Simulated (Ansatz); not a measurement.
Input:

SrO (rock salt, Fm-3m), a = b = c = 5.123 Å, α = β = γ = 90.00°; the cell used has 2 atoms.

This is the PBEsol-relaxed structure.

Problem. All from DFT-PBEsol in the program Ansatz with PAW potentials, unless another level is named. Predict the HSE06 gap on the PBEsol cell.

Solution. 4.79 eV.

Problem. What about the hole effective mass, band 2 of 3 at the edge?

Solution. 4.1 along [100], 0.91 along [110], 1.2 along [111] (mₑ).

Problem. Predict the band gap.

Solution. 3.20 eV (indirect).

The PBEsol relaxation kept the symmetry of its start. Scalar-relativistic: spin–orbit coupling is off unless named, which matters more the heavier the elements.

Potentials: the earlier of the program's two PAW sets. The files were generated under PBE; for other functionals the program regenerates the frozen cores, and for LDA and PBEsol the local potential too.
